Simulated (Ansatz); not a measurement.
AlRu:
```yaml
crystal:
  lattice:
    - [2.97630, 0.00000, 0.00000]
    - [0.00000, 2.97630, 0.00000]
    - [0.00000, 0.00000, 2.97630]
  atoms:
    - { symbol: Ru, position: [0.00000, 0.00000, 0.00000] }
    - { symbol: Al, position: [0.50000, 0.50000, 0.50000] }
```

Relaxed with PBEsol. Special points in fractions of this cell's reciprocal vectors: Γ (0.000, 0.000, 0.000); X (0.000, 0.500, 0.000); M (0.500, 0.500, 0.000); R (0.500, 0.500, 0.500).

**Question.** List the band energies nearest the Fermi level at these points for the program Ansatz at the PBEsol with spin–orbit coupling level (PAW).

**Answer.** In eV from the Fermi level; about four levels below and three above (degenerate sets whole), none deeper than 8.9 eV; points with the same levels are listed once.

```tsv
k	below	above
Γ	-3.71 -3.71 -3.71 -3.71	0.10 0.10 0.10 0.10
X	-1.72 -1.72 -1.60 -1.60	0.44 0.44 2.32 2.32
M	-1.27 -1.27 -1.16 -1.16	1.54 1.54 5.36 5.36
R	-4.77 -4.77 -4.77 -4.77 -4.68 -4.68	1.63 1.63 1.63 1.63
```

Space group Pm-3m (CsCl type). The cell was relaxed with PBEsol under the symmetry of its start; of distortions, only those at the zone centre were tested. No spin polarisation was allowed.

Potentials: the later of the program's two PAW sets.
